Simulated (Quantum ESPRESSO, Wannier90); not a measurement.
# Sr2H6Os (Fm-3m): Wannier90 run

```xyz
9
Lattice="0.0000 3.8123 3.8123 3.8123 0.0000 3.8123 3.8123 3.8123 0.0000" Properties=species:S:1:pos:R:3 pbc="T T T"
Sr    -1.9061    -1.9061    -1.9061
Sr     1.9061     1.9061     1.9061
H      0.0000     0.0000    -1.7243
H      0.0000     0.0000     1.7243
H     -1.7243     0.0000     0.0000
H      1.7243     0.0000     0.0000
H      0.0000    -1.7243     0.0000
H      0.0000     1.7243     0.0000
Os     0.0000     0.0000     0.0000
```

Materials Project entry mp-1078677; symmetrised, unrelaxed at this level. Not found in the COD (Crystallography Open Database) copy used; not checked further. Method: PBEsol plane waves in Quantum ESPRESSO 7.5 (PseudoDojo norm-conserving files, 60 Ry, no spin polarisation, no spin-orbit coupling), Bloch states on a 4×4×4 mesh through Γ, Wannier90 4.0.1. Density: 8×8×8 mesh, cold smearing 0.01 Ry. Spin-orbit coupling is left out although heavy elements are present.

A tight-binding model is made by disentanglement and projection with no localisation steps (num_iter = 0), so the 33 orbitals stay atom-like: hydrogen-like Sr: s;p;d; H: s; Os: s;p;d, axes along x, y, z; frozen window up to 3.82 eV relative to the valence-band maximum. It follows pw.x to 5.5 meV rms for states up to 3.3 eV relative to the valence-band maximum. Matrix elements depend on this choice of orbitals and windows.

The 30 largest hoppings ⟨m,0|H|n,R⟩ between different sites (one of each Hermitian pair; signs follow the real orbitals' lobes; the list may end inside a set of equal values):

| m | n | R | distance of the centres (Å) | t (eV) |
|---|---|---|---|---|
| Os9 dz2 | H3 s | 0 0 0 | 1.86 | -3.123 |
| Os9 dz2 | H4 s | 0 0 0 | 1.86 | -3.123 |
| Os9 px | H5 s | 0 0 0 | 1.86 | 2.796 |
| Os9 px | H6 s | 0 0 0 | 1.86 | -2.796 |
| Os9 pz | H3 s | 0 0 0 | 1.86 | 2.796 |
| Os9 pz | H4 s | 0 0 0 | 1.86 | -2.796 |
| Os9 py | H7 s | 0 0 0 | 1.86 | 2.796 |
| Os9 py | H8 s | 0 0 0 | 1.86 | -2.796 |
| Os9 dx2-y2 | H5 s | 0 0 0 | 1.86 | -2.705 |
| Os9 dx2-y2 | H6 s | 0 0 0 | 1.86 | -2.705 |
| Os9 dx2-y2 | H7 s | 0 0 0 | 1.86 | 2.705 |
| Os9 dx2-y2 | H8 s | 0 0 0 | 1.86 | 2.705 |
| Os9 s | H3 s | 0 0 0 | 1.86 | -2.586 |
| Os9 s | H4 s | 0 0 0 | 1.86 | -2.586 |
| Os9 s | H5 s | 0 0 0 | 1.86 | -2.586 |
| Os9 s | H6 s | 0 0 0 | 1.86 | -2.586 |
| Os9 s | H7 s | 0 0 0 | 1.86 | -2.586 |
| Os9 s | H8 s | 0 0 0 | 1.86 | -2.586 |
| Os9 dz2 | H5 s | 0 0 0 | 1.86 | 1.562 |
| Os9 dz2 | H6 s | 0 0 0 | 1.86 | 1.562 |
| Os9 dz2 | H7 s | 0 0 0 | 1.86 | 1.562 |
| Os9 dz2 | H8 s | 0 0 0 | 1.86 | 1.562 |
| Sr2 pz | Sr1 pz | 0 0 1 | 3.81 | 1.287 |
| Sr2 py | Sr1 py | 0 1 0 | 3.81 | 1.287 |
| Sr2 px | Sr1 px | 1 0 0 | 3.81 | 1.287 |
| Sr2 py | Sr1 py | 1 0 1 | 3.81 | 1.287 |
| Sr2 pz | Sr1 pz | 1 1 0 | 3.81 | 1.287 |
| Sr2 px | Sr1 px | 0 1 1 | 3.81 | 1.287 |
| Sr2 pz | Sr1 dz2 | 0 0 1 | 3.81 | 1.171 |
| Sr2 dz2 | Sr1 pz | 0 0 1 | 3.81 | -1.171 |
